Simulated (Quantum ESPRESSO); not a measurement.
## One change at a time to Al2Ir3Ta2W

Calculated results; nothing here was measured. They come from Quantum ESPRESSO 7.5, a public plane-wave density functional program. Each row is one single-point run on a made-up periodic cell of eight metal atoms, with elements, volume, strain and displacements drawn at random and not relaxed, so a cell may be unstable or far from any real phase. There is no spin polarisation or spin-orbit coupling.

Settings: PBE unless stated; PseudoDojo standard norm-conserving files; Fermi-Dirac width 0.25 eV, which means electrons at about 2900 K; cutoff 1088 eV; 8 x 5 x 3 k mesh shifted half a step off Gamma. E is the free energy of the whole cell (internal energy minus TS), so a -TS column is already part of it. Stress is positive in tension, and the pressure P is minus a third of its trace.

Checks: one run of this series was repeated at a higher cutoff and on a denser mesh, which moved values by no more than 0.009 eV, 0.10 GPa and 0.020 eV/Å, and a second program with other atomic files agreed on it to 2 % rms in force and 0.5 GPa in pressure. Known limits: heavy elements are run without spin-orbit coupling, which real alloys of them have; a spin test at this wide smearing found no moment, but such smearing suppresses magnetism that the real alloy may have.

The lattice is hexagonal close-packed, and the cell vectors in Å are (-2.920, 0.000, 0.000); (0.000, 0.000, -4.627); (0.000, -10.115, 0.000), a volume of 136.67 Å³ in run 1. The elements on sites 1 to 8 are W Al Ir Ir Ta Ir Al Ta. Each later run makes one change to run 1 and keeps the rest. E is counted from run 1, and is n/a where other atomic files have another zero of energy.

| run | change | V (Å³) | P (GPa) | -TS (eV) | rms force (eV/Å) | largest change of a force component (eV/Å) | E (eV) |
|---|---|---|---|---|---|---|---|
| 1 | none | 136.67 | -14.73 | -1.231 | 0.853 | 0.000 | 0.000 |
| 2 | sites 6 and 7 exchanged | 136.67 | -12.44 | -1.339 | 0.809 | 1.075 | 0.131 |
| 3 | all lengths scaled by +1.14 % | 141.40 | -19.61 | -1.292 | 0.781 | 0.239 | 0.509 |
| 4 | Mo on site 5 | 136.67 | -18.44 | -1.343 | 0.788 | 0.548 | n/a |
| 5 | site 6 moved by +0.06 Å along z | 136.67 | -14.43 | -1.235 | 0.863 | 0.414 | ? |

## Worked estimate

Along the move dE = -F dx. The force on site 6 along z is -0.516 eV/Å in run 1 and -0.930 eV/Å in run 5, and the move is +0.06 Å, so the mean force times the move gives an estimate.

## Withheld value

Question: what E should run 5 give?

The estimate is 0.043 eV. The calculation gave 0.043 eV.
